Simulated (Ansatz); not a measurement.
**Magnetic orders of MoSe**

Method: Ansatz 0.2.0, DFT PBE, scalar-relativistic, plane waves, PAW.

```
Mo Se
1.0
     3.14620    0.00000    0.00000
     0.00000    3.14620    0.00000
     0.00000    0.00000    3.14620
Mo Se
1 1
Direct
  0.00000 0.00000 0.00000
  0.50000 0.50000 0.50000
```

The plane-wave cutoff is 420 eV, the Γ-centred k-mesh is 14×14×14 and the occupation rule is Gaussian smearing, 0.1 eV. The list of starting moments (μB, in atom order) is 3.5 0 and the check for lower electronic states after the SCF is off.

All runs keep this geometry, which stands near equilibrium for the lowest state (largest force there 0.000 eV/Å, pressure 0.0 GPa) and needn't be a stable compound; relaxing each order can shift differences of a few meV. A propagation vector, in units of the reciprocal vectors, doubles the cell, which takes an equally dense mesh. Site moments are spin moments in atom-centred spheres that scale with the neighbour distance. The states are those that the runs reached from these starts; a lower one can exist.

Question: Starts tried: no spin; large parallel starting moments; antiferromagnetic, doubled cell, propagation vector (0, 0, 1/2). Which state comes out lowest, and what are the moments?

Answer: All starts lose their moments; the cell is non-magnetic at this level.

| start | ends | energy above lowest (meV/atom) | site moments (μB) | gap on mesh (eV) | P (GPa) |
| --- | --- | --- | --- | --- | --- |
| no spin | non-magnetic | 0.00 | none over 0.05 | metal | 0.0 |
| large parallel starting moments | non-magnetic | 0.00 | none over 0.05 | metal | 0.0 |
| antiferromagnetic, doubled cell, propagation vector (0, 0, 1/2) | non-magnetic | 0.00 | none over 0.05 | metal | 0.0 |

1 further run of this set didn't finish or converge.